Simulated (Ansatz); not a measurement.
# CdS5: start and end of a relaxation

The guess for CdS5 was made by a generator: random cell by space group and Wyckoff sites (P6/mmm, No. 191). The dimensions are guesses.

POSCAR.start

```
Cd S
1.0
     6.17328    0.00000    0.00000
    -3.08664    5.34622    0.00000
     0.00000    0.00000    4.43221
Cd S
1 5
Direct
  0.00000 0.00000 0.00000
  0.50000 0.00000 0.50000
  0.00000 0.50000 0.50000
  0.50000 0.50000 0.50000
  0.33333 0.66667 0.50000
  0.66667 0.33333 0.50000
```

The calculation used DFT PBE, scalar-relativistic, plane waves, PAW (Ansatz). Cutoff 420 eV, Gaussian smearing, Γ-centred meshes. Cell and atoms relax first on a coarse mesh and then on a finer one. In between, the cell is made exact in the group found at 0.06 Å. In metals the finer mesh still leaves noise of several meV/atom or more. The steps can't lower the symmetry of their start. No spin polarisation.

POSCAR.end

```
Cd S
1.0
     8.09890    0.00000    0.00000
    -4.04945    7.01385    0.00000
     0.00000    0.00000    2.64548
Cd S
1 5
Direct
  0.00000 0.00000 0.00000
  0.50000 0.00000 0.50000
  0.00000 0.50000 0.50000
  0.50000 0.50000 0.50000
  0.33333 0.66667 0.50000
  0.66667 0.33333 0.50000
```

The symmetry stays P6/mmm (No. 191). The volume per atom grows by 2.7 %, from 24.4 to 25.0 Å³. The shortest distance goes from 1.78 Å (S–S) to 2.34 Å (S–S). The ratio c/a of the conventional cell changes by a factor of 0.45. The energy falls by about 1.7 eV/atom (the start's value is from the coarse mesh).

* Volume per atom: 25.05 Å³
* Density: 3.01 g/cm³
* Energy over the elements: +0.44 eV/atom
* Gap on the 6×6×14 mesh of the 6-atom cell: 0 eV (a metal)

The zero of energy is the elements' standard structures at the same level; no fitted shifts are applied. It can't be a ground state, since the elements alone are lower.

The last run used Gaussian smearing of 0.10 eV. The reference form of S is held partly by dispersion forces, which this level lacks. A structure relaxed within its symmetry needn't be a true minimum. In all, the 4 runs took 2.7 min on 1 thread of Arm Neoverse V1, on a shared host. Another cell of CdS5 relaxed alike, in P6/mmm, lies 133 meV/atom lower, so this cell isn't the stable form at this level.
